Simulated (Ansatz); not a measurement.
Sr2MoO4 in space group I4/mmm (No. 139; Sr on 4e, Mo on 2a, O on 4c, O on 4e) under volume change, the program Ansatz at the PBEsol level (PAW), shape and atoms relaxed at each volume.

```
V (Å³/atom)  E − E(relaxed) (meV/atom)  P (GPa)
-----------  -------------------------  -------
12.508                            62.6    17.68
12.921                            26.2    10.78
13.333                             6.2     4.94
13.745                             0.0     0.01
14.158                             5.5    -4.14
14.570                            20.7    -7.62
14.983                            44.1   -10.49
```

Q: What does a third-order Birch–Murnaghan fit give for V₀, B₀ and B′?

A: V₀ = 13.75 Å³/atom, B₀ = 150 GPa, B′ = 4.7.

The first step of the workflow began from a Materials Project structure, measured or hypothetical; the Crystallography Open Database copy checked does not list it. Its standing as an ambient phase is unchecked. The PBEsol relaxation kept the symmetry of its start; whether a distortion lowers the energy is not shown. No spin polarisation was allowed. No Hubbard U is applied.

Potentials: the later of the program's two PAW sets.
